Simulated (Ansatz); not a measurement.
# Compressing WS2

Level of theory: DFT PBEsol+D3(BJ), scalar-relativistic, plane waves, PAW in Ansatz. (420 eV cutoff, 12×12×2 k-mesh, Gaussian smearing of 0.02 eV, no spin polarisation)

The relaxed crystal:

```xyz
3
Lattice="3.1237 0.0000 0.0000 -1.5619 2.7052 0.0000 0.0000 0.0000 16.9363" Properties=species:S:1:pos:R:3 pbc="T T T"
W     0.0000    1.8035    0.0000
S     1.5619    0.9017   15.3637
S     1.5619    0.9017    1.5726
```

Cell and atoms are relaxed at each pressure within the symmetry of the start, at zero temperature, so transitions that lower the symmetry aren't seen. The k-mesh given is that at zero pressure and may differ at others. a, b and c are the lengths of the cell vectors above. Gaps are Kohn–Sham gaps over the whole zone.

Spin-orbit coupling is left out, which matters for the bands and energies of heavy elements.

| P (GPa) | V (Å³/atom) | V/V0 | a (Å) | b (Å) | c (Å) |
| --- | --- | --- | --- | --- | --- |
| 0 | 47.71 | 1.000 | 3.124 | 3.124 | 16.936 |
| 1 | 18.06 | 0.378 | 3.107 | 3.107 | 6.480 |
| 4 | 17.29 | 0.362 | 3.085 | 3.085 | 6.296 |
| 12 | 16.17 | 0.339 | 3.030 | 3.030 | 6.101 |
| 25 | 15.01 | 0.315 | 2.960 | 2.960 | 5.935 |
| 50 | 13.59 | 0.285 | 2.860 | 2.860 | 5.757 |
| 90 | 12.07 | 0.253 | 2.746 | 2.746 | 5.545 |

Q: Does one equation of state fit all points?

A: No: a third-order Birch–Murnaghan curve misses by up to 3.4 GPa, so the compression isn't smooth over this range.

Q: Which cell vector or vectors give way most up to 90 GPa?

A: c: the changes are a -12.1 %, b -12.1 %, c -67.3 %.

Q: What does pressure do to the gap?

A: The gaps are 1.99 eV at 0 GPa, 1.12 eV at 1 GPa, 0.90 eV at 4 GPa, 0.62 eV at 12 GPa, 0.31 eV at 25 GPa, metal at 50 GPa, metal at 90 GPa. It closes between 25 and 50 GPa.

This form isn't the usual stable structure of the compound.